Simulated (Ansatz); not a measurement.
ZnS:
```
CELL_PARAMETERS angstrom
      0.00000     2.71237     2.71237
      2.71237     0.00000     2.71237
      2.71237     2.71237     0.00000
ATOMIC_POSITIONS crystal
  Zn 0.00000 0.00000 0.00000
  S  0.75000 0.75000 0.75000
```

Relaxed with HSE06. Special points in fractions of this cell's reciprocal vectors: Γ (0.000, 0.000, 0.000); X (0.500, 0.000, 0.500); U (0.625, 0.250, 0.625); K (0.375, 0.375, 0.750); L (0.500, 0.500, 0.500); W (0.500, 0.250, 0.750).

Question: List the band energies nearest the valence-band maximum at these points for the program Ansatz at the HSE06 level (PAW).

Answer: In eV from the valence-band maximum; about four levels below and three above (degenerate sets whole), none deeper than 8.9 eV; points with the same levels are listed once.

```json
[
 {"k": "Γ", "below": "-7.44 -7.44 0.00 0.00 0.00", "above": "3.28 7.69 7.69 7.69"},
 {"k": "X", "below": "-7.17 -4.93 -2.30 -2.30", "above": "4.41 5.27 12.44"},
 {"k": "U", "below": "-7.06 -4.83 -3.28 -1.87", "above": "5.24 7.25 10.68"},
 {"k": "L", "below": "-7.21 -5.51 -0.89 -0.89", "above": "4.53 8.18 8.18"},
 {"k": "W", "below": "-7.01 -4.76 -2.92 -2.80", "above": "6.78 7.49 9.19"}
]
```

Space group F-43m (zinc blende). The cell was relaxed with HSE06 under the symmetry of its start. The hybrid was solved on a coarse mesh, the path and, where they were found, the r²SCAN edge points; its band edges are the extreme levels among these.

Potentials: the earlier of the program's two PAW sets.
